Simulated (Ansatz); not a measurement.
SiB₂W₂ in space group Cmmm (No. 65; Si on 2a, W on 4j, B on 4i) under volume change, plane-wave PAW PBEsol (Ansatz code), shape and atoms relaxed at each volume.

```json
[
 {"V (Å³/atom)": "9.667", "E − E(relaxed) (meV/atom)": "94.7", "P (GPa)": "34.37"},
 {"V (Å³/atom)": "9.985", "E − E(relaxed) (meV/atom)": "39.8", "P (GPa)": "21.14"},
 {"V (Å³/atom)": "10.304", "E − E(relaxed) (meV/atom)": "9.4", "P (GPa)": "9.73"},
 {"V (Å³/atom)": "10.623", "E − E(relaxed) (meV/atom)": "0.0", "P (GPa)": "-0.01"},
 {"V (Å³/atom)": "10.941", "E − E(relaxed) (meV/atom)": "8.3", "P (GPa)": "-8.14"},
 {"V (Å³/atom)": "11.260", "E − E(relaxed) (meV/atom)": "31.6", "P (GPa)": "-15.05"}
]
```

Problem. What does a third-order Birch–Murnaghan fit give for V₀, B₀ and B′?

Solution. V₀ = 10.63 Å³/atom, B₀ = 295 GPa, B′ = 4.4.

The start of the workflow was typed in or built on a structure type; neither database checked (COD, Materials Project) lists it. Its standing as an ambient phase is unchecked. The PBEsol relaxation kept the symmetry of its start; its stability against distortions is not shown here. The run is not spin-polarised. Scalar-relativistic: spin–orbit coupling is off unless named, which matters more the heavier the elements.

Potentials: the earlier of the program's two PAW sets. The files were generated under PBE; for other functionals the program regenerates the frozen cores, and for LDA and PBEsol the local potential too.
